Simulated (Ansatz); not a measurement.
Sn$_{4}$HSe$_{8}$:
```yaml
crystal:
  lattice:
    - [7.77734, 0.00000, 0.00000]
    - [-3.88867, 6.73537, 0.00000]
    - [0.00000, 0.00000, 6.34340]
  atoms:
    - { symbol: Sn, position: [0.64986, 0.82493, 0.99401] }
    - { symbol: Se, position: [0.00000, 0.00000, 0.23732] }
    - { symbol: Se, position: [0.32694, 0.16347, 0.75960] }
    - { symbol: Sn, position: [0.17507, 0.35014, 0.99401] }
    - { symbol: Se, position: [0.49748, 0.50252, 0.25128] }
    - { symbol: Se, position: [0.83653, 0.67306, 0.75960] }
    - { symbol: Sn, position: [0.17507, 0.82493, 0.99401] }
    - { symbol: Se, position: [0.49748, 0.99495, 0.25128] }
    - { symbol: Se, position: [0.83653, 0.16347, 0.75960] }
    - { symbol: Sn, position: [0.66667, 0.33333, 0.00792] }
    - { symbol: Se, position: [0.00505, 0.50252, 0.25128] }
    - { symbol: Se, position: [0.33333, 0.66667, 0.73526] }
    - { symbol: H, position: [0.00000, 0.00000, 0.47090] }
```

Relaxed with r²SCAN+D4. Special points in fractions of this cell's reciprocal vectors: Γ (0.000, 0.000, 0.000); M (0.500, 0.000, 0.000); K (0.333, 0.333, 0.000); A (0.000, 0.000, 0.500); L (0.500, 0.000, 0.500); H (0.333, 0.333, 0.500).

### Question
List the band energies nearest the Fermi level at these points for r²SCAN+D4 in the plane-wave PAW code Ansatz.

### Answer
In eV from the Fermi level; about four levels below and three above (degenerate sets whole), none deeper than 8.9 eV; points with the same levels are listed once.

```tsv
k	below	above
Γ	-1.58 -1.58 -1.57 -0.25 -0.20	0.04 0.04 2.05
M	-1.83 -1.61 -1.54 -1.39	0.39 0.51 0.70
K	-2.36 -1.88 -1.56 -1.52	0.21 0.78 0.97
A	-1.53 -1.53 -0.48 -0.29 -0.29	1.11 2.06 2.48
L	-1.99 -1.77 -1.70 -1.62	0.34 0.60 0.91
H	-2.10 -2.00 -1.83 -1.70	0.69 0.95 0.98
```

Space group P3m1. The start of the workflow was typed in or built on a structure type; neither database checked (COD, Materials Project) lists it. Its standing as an ambient phase is unchecked. The r²SCAN+D4 relaxation kept the symmetry of its start; its stability against distortions is not shown here. With an odd number of electrons in the cell and no spin polarisation, the count alone makes it a metal. Spin–orbit coupling is left out wherever it is not named.

Potentials: the earlier of the program's two PAW sets.
